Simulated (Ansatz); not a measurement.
TiAu4 in space group I4/m (No. 87; Ti on 2a, Au on 8h) under volume change, r²SCAN (plane waves, PAW; program Ansatz), shape and atoms relaxed at each volume.

```csv
V (Å³/atom),E − E(relaxed) (meV/atom),P (GPa)
15.426,86.0,20.00
15.934,35.6,12.00
16.443,8.3,5.42
16.951,0.0,0.01
17.460,7.2,-4.42
17.969,27.2,-8.00
18.477,57.2,-10.85
```

### Question
What does a third-order Birch–Murnaghan fit give for V₀, B₀ and B′?

### Answer
V₀ = 16.95 Å³/atom, B₀ = 162 GPa, B′ = 5.7.

The first step of the workflow began from a Materials Project structure, measured or hypothetical; the Crystallography Open Database copy checked does not list it. With Ti and Au taken as one species the cell has the higher symmetry Fm-3m, so it may be an ordered model of a mixed-site phase. Its standing as an ambient phase is unchecked. The r²SCAN relaxation kept the symmetry of its start; whether a distortion lowers the energy is not shown. No spin polarisation was allowed. Spin–orbit coupling is left out wherever it is not named.

Potentials: the later of the program's two PAW sets.
